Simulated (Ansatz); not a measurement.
A geometry of Sn away from equilibrium: the start of the relaxation of a generated cell, Sn placed in the trigonal-Se structure type. Computed with PBEsol (plane waves to 420 eV, PAW, scalar-relativistic; Ansatz, an electronic-structure program). Γ-centred k-mesh 8×8×6 on the run's cell (coarser than for final values), Fermi–Dirac smearing 0.05 eV.

```xyz
3
Lattice="4.8568 0.0000 0.0000 -2.4284 4.2061 0.0000 0.0000 0.0000 5.5102" Properties=species:S:1:pos:R:3 pbc="T T T"
Sn     1.0947     0.0000     4.5918
Sn    -0.5474     0.9481     0.9184
Sn     1.8810     3.2581     2.7551
```

Question: What forces act on the atoms (eV/Å)?

Answer: 
```csv
atom,Fx,Fy,Fz
Sn1,2.52,0.00,0.00
Sn2,-1.26,2.18,0.00
Sn3,-1.26,-2.18,0.00
```

Question: What is the pressure?

Answer: +1.2 GPa, compression positive.

Question: How much energy per atom can still be gained by relaxing?

Answer: 0.66 eV/atom; the path ends in Pm-3m (No. 221) (AFLOW prototype A_cP1_221_a (A_h)).

No spin polarisation in the result.

The run could not lose the symmetry of its start, so the end can be a saddle point.

The end of the path is a generated cell of Sn: the first start was made by placing the elements on the sites of a structure type, and the end was not matched to a known phase here, so it may be hypothetical. Known forms of Sn include space group No. 141, 227.
